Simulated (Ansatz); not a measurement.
VBiO4:
```cif
data_Bi2O8V2
_chemical_formula_sum 'V2 Bi2 O8'
_space_group_name_H-M_alt 'C2'
_space_group_IT_number 5
_space_group_name_Hall 'C 2y'
_cell_length_a 7.51532
_cell_length_b 5.22100
_cell_length_c 5.13532
_cell_angle_alpha 90.000
_cell_angle_beta 124.203
_cell_angle_gamma 90.000
loop_
_atom_site_label
_atom_site_type_symbol
_atom_site_symmetry_multiplicity
_atom_site_Wyckoff_symbol
_atom_site_fract_x
_atom_site_fract_y
_atom_site_fract_z
_atom_site_occupancy
V1 V 2 a 0.00000 0.36390 0.00000 1
Bi1 Bi 2 b 0.50000 0.40677 0.50000 1
O1 O 4 c 0.13559 0.18876 0.34463 1
O2 O 4 c 0.19248 0.55092 0.02828 1
```
(The calculation used a cell of 6 atoms; values per cell refer to that cell.)

Relaxed with LDA.

Question: Give the optical modes at the zone centre with their infrared activity from DFPT, plane-wave PAW LDA (Ansatz code).

Answer: Transverse frequencies, without the LO–TO term; a row sums one degenerate level.

```csv
ω (cm⁻¹),degeneracy,IR ((D/Å)²/amu),activity,symmetry
130,1,14.31,IR,B
140,1,7.78,IR,B
156,1,2.55,IR,A
203,1,1.47,IR,B
238,1,4.19,IR,B
258,1,3.15,IR,A
263,1,0.21,IR,A
349,1,2.74,IR,B
358,1,1.66,IR,A
385,1,2.56,IR,A
423,1,7.97,IR,B
748,1,38.90,IR,B
775,1,32.24,IR,A
799,1,38.39,IR,B
846,1,1.03,IR,A
```

Question: How high does the top mode go among those that the LO–TO term moves?

Answer: 909 cm⁻¹ for q along x, 893 cm⁻¹ for q along y, 876 cm⁻¹ for q along z.

The first step of the workflow began from a Materials Project structure, measured or hypothetical; the Crystallography Open Database copy checked does not list it. It is not the phase usual at ambient conditions (space group No. 88). Symmetry was held in the LDA relaxation; of distortions, only those at the zone centre were tested. No spin polarisation was allowed. No Hubbard U is applied. Scalar-relativistic: spin–orbit coupling is off unless named, which matters more the heavier the elements.

Potentials: the later of the program's two PAW sets.
